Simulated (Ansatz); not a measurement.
**Fe2O3: which magnetic order is lowest?**

```
Fe O
1.0
     2.51900    1.45435    4.59067
    -2.51900    1.45435    4.59067
     0.00000   -2.90869    4.59067
Fe O
4 6
Direct
  0.35530 0.35530 0.35530
  0.14470 0.14470 0.14470
  0.64470 0.64470 0.64470
  0.85530 0.85530 0.85530
  0.55590 0.94410 0.25000
  0.25000 0.55590 0.94410
  0.94410 0.25000 0.55590
  0.44410 0.05590 0.75000
  0.75000 0.44410 0.05590
  0.05590 0.75000 0.44410
```

All energies were calculated with Ansatz 0.2.0 (r2SCAN; 500 eV; 5×5×5 Γ-centred mesh; fermi-dirac occupations of width 0.050 eV). The atoms are fixed and numbered as listed; spin is collinear, without spin-orbit coupling.

Different starts of the self-consistent cycle ended in different solutions. Their moments in μB:

| state | Fe1 | Fe2 | Fe3 | Fe4 | other atoms together | size of the net moment a cell |
| --- | --- | --- | --- | --- | --- | --- |
| A | 3.78 | 3.78 | -3.78 | -3.78 | 0.00 | 0.00 |
| B | 0.00 | 0.00 | 0.00 | 0.00 | 0.00 | 0.00 |
| C | 3.80 | 3.89 | 3.82 | -3.68 | 1.34 | 10.00 |
| D | 3.72 | -3.72 | 3.72 | -3.72 | 0.00 | 0.00 |
| E | 3.91 | 3.91 | 3.91 | 3.91 | 2.69 | 19.99 |
| F | 3.78 | -3.78 | -3.78 | 3.78 | 0.00 | 0.00 |

Site moments are taken in small spheres that don't touch (radius about 0.4 of the atom's shortest bond), so those of the magnetic atoms read low, and they needn't add up to the net moment. State B was run without spin polarisation.

Rank the states by energy at zero smearing.

State D (antiparallel, compensated) is lowest; A (antiparallel, compensated) lies 65 meV above it, C (antiparallel, not compensated) lies 76 meV above it, F (antiparallel, compensated) lies 79 meV above it, E (parallel moments) lies 162 meV above it, B (without moments) lies 697 meV above it, all counted an atom of the cell.

Which states have a gap on the mesh, and what pressure does each exert on this cell?

A: gap 1.04 eV, 0.1 GPa; B: no gap, -33.6 GPa; C: gap 0.90 eV, 0.7 GPa; D: gap 1.56 eV, -2.7 GPa; E: gap 0.28 eV, 5.7 GPa; F: gap 1.14 eV, -0.1 GPa (positive in compression). Moments take up room: without them the pressure is lower, so that state wants a smaller cell.

What do states E and D say about the exchange?

Between E and D the moments keep their size (3.91 against 3.72 μB in the mean), so the difference mostly measures the exchange between the flipped sites: the antiparallel order gains 406 meV for each Fe atom. The nearest flipped pair stands 2.90 Å apart. Flipped pairs are linked through O; the widest Fe–O–Fe angle among the nearer links is 132°, at 3.71 Å between the metal atoms.

What does magnetism gain here?

697 meV an atom of the cell, or 1743 meV for each Fe atom, against state B, which has none. A run without spin would miss this and give wrong energies and forces. That state isn't the paramagnet, which keeps its moments, so this is no ordering energy.

Of 5 runs begun from atoms with typed moments, each in a different pattern, 1 ended in state D: one start isn't enough to call a state the ground state.

The cell is that of a Crystallography Open Database entry, unchanged.

Caveats: only orders that fit this cell and collinear spins were tried, so the true order may need a larger cell or canted moments; atoms and cell are not relaxed, and each state would relax in its own way; semilocal functionals without U often misplace the states of 3d oxides, halides and chalcogenides; the k mesh is coarse, so differences of a few meV are uncertain where a state is a metal; one start a pattern, so a lower state of the same pattern may exist.
